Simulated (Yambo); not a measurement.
G0W0@PBEsol for AgCl (rock salt, space group Fm-3m, No. 225) in Yambo (4×4×4 mesh, 10 Ry block, plasmon pole, screening fixed), without a terminator:

```json
[
 {"bands N in G": "38", "gap L → Γ (eV)": "2.024", "shift of the valence edge (eV)": "-0.515"},
 {"bands N in G": "64", "gap L → Γ (eV)": "2.081", "shift of the valence edge (eV)": "-0.784"},
 {"bands N in G": "100", "gap L → Γ (eV)": "2.172", "shift of the valence edge (eV)": "-0.951"}
]
```

Question: Extrapolate both columns to infinite N with E(N) = E∞ + A/N, test the form, and compare with the terminator.

Answer: From two points, E∞ = (N2 E2 − N1 E1)/(N2 − N1). The two largest N give 2.33 eV for the gap and -1.25 eV for the shift; the two smallest give 2.16 eV and -1.18 eV. For the gap the slopes A are -5.3 and -16 eV: the form isn't reached, and its limit is uncertain. For the shift the slopes A are 25 and 30 eV: the form isn't reached, and its limit is uncertain. With the Bruneval-Gonze terminator and 100 bands the run gives 2.29 eV and -1.13 eV, 0.05 eV and 0.12 eV from the extrapolated values: the terminator too is an estimate of the remainder. Block, mesh and the bands in W are held fixed.

Spin-orbit coupling is not included.

Geometry relaxed with PBEsol; primitive cell a = b = c = 3.852 Å, α = β = γ = 60.00°.

A shift is the quasiparticle energy of the state minus its PBEsol energy.
